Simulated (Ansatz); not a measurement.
MgIn2O4: computed property card

MgIn₂O₄:
```
CELL_PARAMETERS angstrom
     -2.38544     2.38544     4.94815
      2.38544    -2.38544     4.94815
      2.38544     2.38544    -4.94815
ATOMIC_POSITIONS crystal
  In 0.50000 0.50000 0.00000
  In 0.25000 0.75000 0.50000
  Mg 0.00000 0.00000 0.00000
  O  0.32926 0.84556 0.95299
  O  0.89257 0.37627 0.04701
  O  0.15444 0.10743 0.48370
  O  0.62373 0.67074 0.51630
```

Space group I-4 (No. 82); conventional cell a = b = 4.7709 Å, c = 9.8963 Å, α = β = γ = 90.00°.

Method: the program Ansatz at the PBEsol level (PAW). The cell and atoms are relaxed at this level. Other levels are named where they apply.

Cell and energy:

| Item | Result |
|---|---|
| Volume per atom | 16.09 Å³ |
| Density | 4.69 g/cm³ |
| Formation energy from the elements (no fitted shifts) | -1.65 eV/atom |

Electronic structure:

| Quantity | Result |
|---|---|
| Band gap | 1.40 eV (indirect) |
| Valence-band maximum | at X |
| Conduction-band minimum | at Γ |
| Smallest direct gap on the standard path | 1.46 eV |
| Electron effective mass | 0.29 mₑ (isotropic) |
| Gap with spin–orbit coupling | 1.40 eV |

Mechanics:

| Item | Result |
|---|---|
| Bulk modulus (Birch–Murnaghan fit) | 66.8 GPa |
| Pressure derivative B′ | 1.4 |
| Elastic constants (relaxed ions, GPa) | C11 = 64.9, C12 = 68.6, C13 = 63.0, C33 = 108, C44 = 33.3, C66 = 45.0, C16 = -0.5 |
| Mechanical stability | unstable (C has a negative eigenvalue) |
| Piezoelectric stress constants (proper, relaxed ions, C/m²) | e14 = e25 = -0.47, e15 = -0.11, e24 = 0.11, e31 = -0.06, e32 = 0.06, e36 = -0.53 |

Dielectric response:

| Item | Result |
|---|---|
| Electronic dielectric constant ε∞ (DFPT) | 3.80 (xx = yy), 3.98 (zz) |
| Born charges (a third of the trace) | In +2.82 to +2.84, Mg +1.85, O -1.88 e |

The cell is a constructed one: a structure type filled with these elements; neither database checked (COD, Materials Project) lists it. Its standing as an ambient phase is unchecked. The PBEsol relaxation kept the symmetry of its start. Signs of piezoelectric constants follow the polarity of the cell as given. The references are the lowest solids computed at this level, not always the standard phases (solids in place of the gases). Scalar-relativistic: spin–orbit coupling is off unless named, which matters more the heavier the elements.

Potentials: the earlier of the program's two PAW sets. The files were generated under PBE; for other functionals the program regenerates the frozen cores, and for LDA and PBEsol the local potential too.
